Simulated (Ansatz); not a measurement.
Here is the system:

ScSi:
Space group Cmcm (No. 63); a = 3.9941 Å, b = 9.8930 Å, c = 3.6607 Å, α = 90.00°, β = 90.00°, γ = 90.00°

```tsv
atom	site	symmetry	x	y	z
Sc	4c	m2m	0.0000	0.1391	0.7500
Si	4c	m2m	0.0000	0.5808	0.2500
```
(The calculation used a cell of 4 atoms; values per cell refer to that cell.)

This is the r²SCAN-relaxed structure.

### Question
All from plane-wave PAW r²SCAN (Ansatz code), unless another level is named. Give the electronic character.

### Answer
metallic (no gap).

### Question
Predict the density of states at the Fermi level.

### Answer
0.50 states/eV per atom (mean over ±0.08 eV).

### Question
Give the formation energy from the elements (no fitted shifts).

### Answer
-0.89 eV/atom.

The first step of the workflow began from a Materials Project structure, measured or hypothetical; the Crystallography Open Database copy checked does not list it. Whether it is the stable phase at ambient conditions was not checked. The r²SCAN relaxation kept the symmetry of its start; whether a distortion lowers the energy is not shown. No spin polarisation was allowed. The references are the lowest solids computed at this level, not always the standard phases.

Potentials: the later of the program's two PAW sets.
